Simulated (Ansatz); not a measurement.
## Collinear states of IrO

The calculation used Ansatz 0.2.0, DFT PBE+U, scalar-relativistic, plane waves, PAW.

```cif
data_structure
_symmetry_space_group_name_H-M 'P 1'
_symmetry_Int_Tables_number 1
_cell_length_a 3.3725
_cell_length_b 3.3725
_cell_length_c 3.3725
_cell_angle_alpha 60.000
_cell_angle_beta 60.000
_cell_angle_gamma 60.000
_cell_volume 27.12
loop_
_atom_site_label
_atom_site_type_symbol
_atom_site_fract_x
_atom_site_fract_y
_atom_site_fract_z
_atom_site_occupancy
Ir1 Ir 0.00000 0.00000 0.00000 1
O1 O 0.25000 0.25000 0.25000 1
```

| Item | Value |
| --- | --- |
| plane-wave cutoff | 420 eV |
| Γ-centred k-mesh | 16×16×16 |
| occupation rule | Gaussian smearing, 0.05 eV |
| U_eff on Löwdin-orthogonalised atomic d orbitals | Ir 4 eV |
| list of starting moments (μB, in atom order) | 2.5 0 |
| check for lower electronic states after the SCF | on |

All runs keep this geometry, which isn't relaxed for the lowest state (largest force there 0.000 eV/Å, pressure 9.2 GPa) and needn't be a stable compound; relaxing each order would shift the differences by some 20 meV/atom, going by the pressures and a bulk modulus of about 150 GPa. Spin–orbit coupling is left out, which for heavy magnetic ions can matter as much as these differences. Site moments are spin moments in atom-centred spheres that scale with the neighbour distance. The states are those that the runs reached from these starts; a lower one can exist. No antiferromagnetic start is among these.

Q: Order the starts by the energy of the state that they reach, lowest first.
A. no spin
B. large parallel starting moments

A: B (0.00 meV/atom), A (145 meV/atom).

```tsv
start	ends	energy above lowest (meV/atom)	site moments (μB)	gap on mesh (eV)	P (GPa)
no spin	non-magnetic	145	none over 0.05	metal	1.1
large parallel starting moments	ferromagnetic	0.00	Ir +1.01, O +0.09	metal	9.2
```

Cost: 2 runs of about 0.64 core-minutes in all, on AMD EPYC 7R43 (Zen 3) (shared hosts).